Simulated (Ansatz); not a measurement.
MgO (rock salt, space group No. 225), a = 4.2537 Å, b = 4.2537 Å, c = 4.2537 Å, α = 90.00°, β = 90.00°, γ = 90.00°; the cell used has 2 atoms.

Relaxed with PBE. PBE (plane waves, PAW; program Ansatz) gives a gap of 4.46 eV.

Task: What gap does HSE06 give on the same cell (Ansatz, PAW)?

Result: 6.17 eV, 1.71 eV more. The hybrid was solved on a coarser mesh and at special points; its gap is the smallest among all of these.

```csv
k,v1 PBE,c1 PBE,v1 HSE06,c1 HSE06
Γ,0.00,4.46,0.00,6.17
X,-1.30,9.11,?,?
L,-0.62,7.73,?,?
W,-1.71,11.46,?,?
K,-1.10,9.96,?,?
```

Task: Top valence (v1) and lowest conduction level (c1) in eV from each method's valence maximum (which need not be a listed point): supply the withheld HSE06 values.

Result: 
- L, v1 HSE06: -0.68
- L, c1 HSE06: 9.49
- X, v1 HSE06: -1.42
- X, c1 HSE06: 10.82
- K, v1 HSE06: -1.20
- K, c1 HSE06: 11.78
- W, v1 HSE06: -1.83
- W, c1 HSE06: 13.45

Cost on shared cores: the PBE run (SCF on a 11×11×11 mesh, then bands and DOS) roughly 6 core-seconds, the HSE06 run (SCF on 8×8×8, then a few points) around 40 core-seconds (rough); the tasks are unlike.

Space group Fm-3m (rock salt). The cell was relaxed with PBE under the symmetry of its start; phonons on a q-mesh show no instability.

Potentials: the later of the program's two PAW sets.
